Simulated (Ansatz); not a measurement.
## Perovskite alloy of BaZrO3 and BaHfO3 (5 of 8 Zr sites exchanged), 40 atoms

Ansatz, PAW, plane waves. PBEsol relaxation of volume and atoms (shape held) at the single k point (¼, ¼, ¼) without its symmetry partners; single points on the relaxed atoms at the single k point (¼, ¼, ¼) without its symmetry partners, onto which points of the small cell's zone fold. Arrangement: clustered. No spin–orbit coupling unless named.

Relaxed structure:

```
Ba Hf Zr O
1.0
     8.33181    0.00000    0.00000
     0.00000    8.33181    0.00000
     0.00000    0.00000    8.33181
Ba Hf Zr O
8 5 3 24
Direct
  0.00018 0.99981 0.99988
  0.00049 0.00023 0.50008
  0.00025 0.49938 0.99964
  0.00012 0.49888 0.50010
  0.50075 0.99993 0.99975
  0.50045 0.99999 0.50023
  0.50042 0.49923 0.99983
  0.50055 0.49904 0.49989
  0.25033 0.24963 0.24991
  0.25031 0.24963 0.74999
  0.75032 0.24961 0.24989
  0.75024 0.24961 0.74993
  0.75034 0.74964 0.74992
  0.25023 0.74963 0.24999
  0.25033 0.74962 0.74994
  0.75023 0.74964 0.24999
  0.24831 0.24630 0.99995
  0.25166 0.25317 0.50006
  0.25317 0.75326 0.99987
  0.24701 0.74621 0.50002
  0.75168 0.25259 0.99997
  0.74825 0.24702 0.50011
  0.74716 0.74693 0.99910
  0.75307 0.75265 0.50081
  0.00012 0.25162 0.25194
  0.00005 0.24816 0.74812
  0.00014 0.74789 0.24650
  0.99934 0.75136 0.75302
  0.50019 0.24801 0.24846
  0.50021 0.25126 0.75155
  0.50029 0.75173 0.25270
  0.50101 0.74825 0.74694
  0.24832 0.00071 0.25349
  0.25144 0.00065 0.74648
  0.25194 0.49870 0.24680
  0.24870 0.49873 0.75349
  0.75174 0.00069 0.24719
  0.74858 0.99991 0.75292
  0.74843 0.49877 0.25298
  0.75151 0.49951 0.74744
```

Question: What are the mean bond lengths by pair (pairs within 1.2 times the sum of covalent radii, less contacts 15 % beyond the pair's median; cation–cation pairs of compounds aside; long ionic contacts are cut short by that bound)?

Answer: Ba–O 2.946 ± 0.021 Å (standard deviation, 96 bonds); Hf–O 2.081 ± 0.004 Å (standard deviation, 30 bonds); O–Zr 2.087 ± 0.004 Å (standard deviation, 18 bonds).

Question: What gap lies between the top filled and the lowest empty level in the single points?

Answer: HSE06 5.83 eV (19 s on NVIDIA GB300). Away from Γ this isn't the crystal's band gap.
